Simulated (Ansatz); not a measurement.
Computed with DFT PBE, scalar-relativistic, plane waves, PAW (Ansatz). Settings: cutoff 420 eV, Γ-centred meshes spaced at most about 0.3 Å⁻¹, and about 0.25 Å⁻¹ or finer for metals (2π included), Gaussian smearing. No spin polarisation in the final relaxations.

Each of these unrelaxed guesses is relaxed in cell and atoms within its symmetry. A guess keeps its type if space group and coordination stay and the shape of the cell changes little (axis ratios within about 15 %, angles within 6°); the volume may change.

1. NaZrO2

Space group P-4m2 (No. 115). a = 3.633 Å, b = 3.633 Å, c = 5.193 Å, α = 90.00°, β = 90.00°, γ = 90.00°
```json
{"atom": "Na", "site": "1a", "symmetry": "-4m2", "x": "0.0000", "y": "0.0000", "z": "0.0000"}
{"atom": "Zr", "site": "1c", "symmetry": "-4m2", "x": "0.5000", "y": "0.5000", "z": "0.5000"}
{"atom": "O", "site": "2g", "symmetry": "2mm.", "x": "0.5000", "y": "0.0000", "z": "0.7257"}
```

2. Mg3CdSe4

Space group P-4m2 (No. 115). a = 4.051 Å, b = 4.051 Å, c = 11.458 Å, α = 90.00°, β = 90.00°, γ = 90.00°
```json
{"atom": "Mg", "site": "2e", "symmetry": "2mm.", "x": "0.0000", "y": "0.0000", "z": "0.7500"}
{"atom": "Mg", "site": "1b", "symmetry": "-4m2", "x": "0.5000", "y": "0.5000", "z": "0.0000"}
{"atom": "Cd", "site": "1c", "symmetry": "-4m2", "x": "0.5000", "y": "0.5000", "z": "0.5000"}
{"atom": "Se", "site": "2g", "symmetry": "2mm.", "x": "0.5000", "y": "0.0000", "z": "0.1250"}
{"atom": "Se", "site": "2g", "symmetry": "2mm.", "x": "0.0000", "y": "0.5000", "z": "0.3750"}
```

Q: Which keep their type?

A: Guess 2 keeps its type.

```json
{"guess": "1", "kept": "no", "start group": "P-4m2", "end group": "P-4m2", "V start (Å³/atom)": "17.1", "V end": "14.6", "b/a and c/a, end over start": "1.00, 0.61", "nearest neighbours start": "Na 4, O 4, Zr 4", "nearest neighbours end": "Na 4, O 2, Zr 4"}
{"guess": "2", "kept": "yes", "start group": "P-4m2", "end group": "P-4m2", "V start (Å³/atom)": "23.5", "V end": "27.6", "b/a and c/a, end over start": "1.00, 0.99", "nearest neighbours start": "Cd 4, Mg 4, Se 4", "nearest neighbours end": "Cd 4, Mg 4, Se 4"}
```

Neighbours count within 15 % of an atom's shortest distance; end groups are read at 0.02 Å (0.05 Å in metals).

In NaZrO2 P-4m2 an odd number of electrons in the primitive cell allows no gap without spin; a larger cell or a magnetic state could open one. Cells relaxed within their symmetry can be saddle points.
